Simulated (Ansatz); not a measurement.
The numbers come from plane-wave PAW DFT (Ansatz): r2SCAN, no spin polarisation, 500 eV, 6×6×4 Γ-centred k points, fermi-dirac occupations (width 0.1 eV). Nothing was relaxed. The cell carries a charge of -1 e on a uniform background.

Computed maps in the lattice plane spanned by a (left to right, 3.60 Å, 11 points from zero) and c (bottom to top, 5.59 Å, 17 points from zero), 90° apart, at height 0.762 along b. The fields are smooth PAW ones with compensation charges, not the true ones near nuclei.

Valence density. Digits on a logarithmic scale: 0 up to 0.03 e/Å³, each further digit a factor of 1.6, 9 from 1.3 e/Å³ up:
```
75432235677
97532346999
99643358999
99743469999
99643458999
98543357999
76444445788
54455544455
33468753333
23579864222
24689975311
35799986322
35899996432
45799986433
44678865444
44455544444
54333334556
```

ELF. Ten even steps from '0' (0.04) to '9' (0.98):
```
33100012333
43310123344
44320133455
54321134467
54321123456
43221123444
32112112333
21137511222
00289950011
00599972000
02689874100
15774676200
16860487300
15875686211
12577763111
21134321122
31000001233
```

Problem. The cell is SnHg2H4N2. Which atoms lie within 0.2 Å of this plane, and where (fractions of a and c)?

Solution. Hg at (0.88, 0.75), N at (0.39, 0.23), H at (0.39, 0.43). The whole cell:
```
CELL_PARAMETERS angstrom
0.00000 3.60440 0.00000
5.93188 -1.80220 0.00000
1.51462 0.00000 -5.38375
ATOMIC_POSITIONS crystal
Sn 0.00000 0.00000 0.00000
Hg 0.88120 0.76240 0.75370
Hg 0.11880 0.23760 0.24630
N 0.60670 0.21340 0.77060
N 0.39330 0.78660 0.22940
H 0.61000 0.22000 0.56600
H 0.39000 0.78000 0.43400
H 0.70100 0.40200 0.77620
H 0.29900 0.59800 0.22380
```

Origin: a known structure type with other elements, at an estimated volume, so it need not be a known compound. Caveats: many states at the Fermi level without spin polarisation, so a magnetic state may lie lower; the k mesh is coarse if the cell is a metal; atoms or cell far from equilibrium; charged cell with a uniform background.
